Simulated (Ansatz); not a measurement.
## Y (omega (AlB2-type)): energy against volume

All numbers below come from DFT, LDA (PW92), plane waves (420 eV) with PAW, scalar-relativistic (Ansatz). (PAW data from PBE, frozen cores regenerated.)

The cell is scaled uniformly from the relaxed one, with fractional coordinates and shape fixed. Energies are extrapolated to zero smearing, pressures are those at the given smearing. Magnetic state: spin not included.

A Birch-Murnaghan fit gives V₀ = 29.39 Å³/atom, B₀ = 45 GPa, B₀′ = 3.1.

Q: What are the energy above the minimum and the pressure at 30.696 Å³/atom?

A: 7.6 meV/atom and -1.63 GPa as computed.

Q: What are the energy above the minimum and the pressure at 31.876 Å³/atom?

A: 26.2 meV/atom and -3.02 GPa as computed.

Q: What are the energy above the minimum and the pressure at 33.057 Å³/atom?

A: 54.1 meV/atom and -4.20 GPa as computed.
